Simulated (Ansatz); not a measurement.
Consider the following.

Relaxed GaN (wurtzite):

```
GaN
1.0
    6.36625     0.00000     0.00000
   -1.59156     2.75667     0.00000
    0.00000     0.00000     5.18363
Ga N
4 4
Cartesian
  1.59156   0.91889   0.00513
  4.77469   0.91889   0.00513
  0.00000   1.83778   2.59694
  3.18312   1.83778   2.59694
  1.59156   0.91889   3.23568
  4.77469   0.91889   3.23568
  0.00000   1.83778   0.64387
  3.18312   1.83778   0.64387
```

A phonon eigenvector at M = (0.5, 0.0, 0.0) is frozen into this cell: atom i moves by Q times the vector below, so Q is the largest atomic displacement, in Å. The cell is held. (q is in reciprocal vectors of the primitive cell; the cell shown is doubled to hold the pattern.)

```csv
atom,x,y,z
Ga1,0.813,0.470,-0.344
Ga2,-0.813,-0.470,0.344
Ga3,0.813,0.470,0.344
Ga4,-0.813,-0.470,-0.344
N5,0.131,0.075,0.159
N6,-0.131,-0.075,-0.159
N7,0.131,0.075,-0.159
N8,-0.131,-0.075,0.159
```

Computed with r2SCAN (plane waves to 500 eV, PAW, scalar-relativistic; Ansatz, an electronic-structure program). k mesh 6×12×7 (Γ-centred), Fermi-Dirac smearing 0.05 eV. Energies are smeared free energies. GaN was relaxed with its symmetry unable to fall. ΔE is measured from the undisplaced structure.

The scan covers Q from -0.280 to 0.280 Å in 13 points.

**Question.** Which space group does the distorted structure have?

**Answer.** Pmc2_1 (No. 26), lowered from P6_3mc.

**Question.** Is this a single well or a double well?

**Answer.** A single well with its minimum at or next to zero displacement.

**Question.** What is the energy change at Q = 0.280 Å?

**Answer.** 4042 meV/cell.

**Question.** What harmonic wavenumber does the curvature at Q = 0 give?

**Answer.** 317 cm⁻¹.

(A displaced cell: forces are minus the slopes of the energy, force constants its curvatures, and phonons follow from these.)
